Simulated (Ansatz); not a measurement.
Mg-25 NMR of the central transition in CaMg14CdO16

Cell: a computed structure from the Materials Project (it need not be an observed phase), taken as it stands.

Space group P4/mmm (No. 123); a = 8.6754, c = 4.3696 Å.

| site | Wyckoff | site symmetry | x | y | z |
| --- | --- | --- | --- | --- | --- |
| Ca | 1a | 4/mmm | 0.0000 | 0.0000 | 0.0000 |
| Mg2 | 2f | mmm. | 0.0000 | 0.5000 | 0.0000 |
| Mg4 | 4m | m2m. | 0.0000 | 0.2554 | 0.5000 |
| Mg6 | 4o | m2m. | 0.5000 | 0.2454 | 0.5000 |
| Mg12 | 4j | m.2m | 0.2508 | 0.2508 | 0.0000 |
| Cd | 1c | 4/mmm | 0.5000 | 0.5000 | 0.0000 |
| O17 | 4l | m2m. | 0.2613 | 0.0000 | 0.0000 |
| O18 | 4n | m2m. | 0.2369 | 0.5000 | 0.0000 |
| O21 | 4k | m.2m | 0.2504 | 0.2504 | 0.5000 |
| O25 | 1b | 4/mmm | 0.0000 | 0.0000 | 0.5000 |
| O26 | 2e | mmm. | 0.0000 | 0.5000 | 0.5000 |
| O28 | 1d | 4/mmm | 0.5000 | 0.5000 | 0.5000 |

One atom of each set is listed.

Computed with Ansatz: DFT, PBE, plane waves and PAW, scalar-relativistic, 420 eV cutoff, Γ-centred 3×3×5 k-points, Fermi–Dirac smearing 0.02 eV.

Mg-25 has I = 5/2 and Q = 199.4 mb (Pyykkö 2018); at 7.05 T its Larmor frequency is ν₀ = 18.4 MHz. Only the quadrupole interaction is simulated: positions count from each site's isotropic chemical shift, and J coupling is left out, as are shift anisotropy and dipolar coupling, which fast spinning averages.

Simulated pattern of one Mg site (fast magic-angle spinning, Gaussian broadening 0.9 kHz):

```
offset (kHz)  height
      -36.55       0
      -35.44       1
      -34.32       6
      -33.21       6
      -32.09       6
      -30.98       6
      -29.86       7
      -28.75       7
      -27.63       7
      -26.52       7
      -25.40       7
      -24.29       8
      -23.17      25
      -22.06      61
      -20.94      85
      -19.83      64
      -18.71      52
      -17.60      47
      -16.48      45
      -15.37      44
      -14.25      44
      -13.14      44
      -12.02      45
      -10.91      48
       -9.79      51
       -8.68      57
       -7.56      70
       -6.45     100
       -5.33      83
       -4.22      49
       -3.10       4
       -1.99       0
```

Question: Which |C_Q| and η does the pattern imply?

Answer: The pattern spans 31.2 kHz before broadening and its centre of gravity is at -14.1 kHz, which fixes P_Q; the places of the horns and steps fix η. That gives P_Q = 6.56 MHz, |C_Q| = 6.55 MHz and η = 0.12, the values that the calculation gives site Mg2 (6 O at 2.06–2.18 Å). The other sites have |C_Q| = 0.705, 0.910, 2.15 MHz. The sign of C_Q can't be read from the pattern.
